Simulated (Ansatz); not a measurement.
ZnSnN2:
```
CELL_PARAMETERS angstrom
      1.58782     0.91673     5.15600
     -1.58782     0.91673     5.15600
      0.00000    -1.83346     5.15600
ATOMIC_POSITIONS crystal
  Sn 0.00000 0.00000 0.00000
  Zn 0.50000 0.50000 0.50000
  N  0.25285 0.25285 0.25285
  N  0.74715 0.74715 0.74715
```

Relaxed with PBE+D3(BJ). Special points in fractions of this cell's reciprocal vectors: Γ (0.000, 0.000, 0.000); T (0.500, 0.500, 0.500); H2 (0.812, 0.188, 0.500); H0 (0.500, -0.188, 0.188); L (0.500, 0.000, 0.000); S0 (0.344, -0.344, 0.000); S2 (0.656, 0.000, 0.344); F (0.500, 0.000, 0.500).

List the band energies nearest the valence-band maximum at these points for DFT-PBE+D3(BJ) in the program Ansatz with PAW potentials.

In eV from the valence-band maximum; about four levels below and three above (degenerate sets whole), none deeper than 8.9 eV; points with the same levels are listed once.

```
k                           below           above
--  -----------------------------  --------------
Γ   -0.99 -0.99 -0.80 -0.18 -0.18  0.66 3.42 8.14
T         -0.62 -0.62 -0.60 -0.60  3.11 3.74 7.84
H2        -4.09 -3.49 -1.51 -1.46  3.88 4.50 7.09
L         -2.66 -2.62 -2.08 -1.36  3.03 4.19 6.92
S0        -4.68 -3.32 -1.76 -1.34  3.72 5.13 6.73
F         -3.12 -2.83 -0.12 -0.06  0.72 3.63 7.61
```

Space group R-3m. The cell is a constructed one: a structure type filled with these elements; neither database checked (COD, Materials Project) lists it. Its standing as an ambient phase is unchecked. The PBE+D3(BJ) relaxation kept the symmetry of its start; its stability against distortions is not shown here. Scalar-relativistic: spin–orbit coupling is off unless named, which matters more the heavier the elements.

Potentials: the later of the program's two PAW sets.
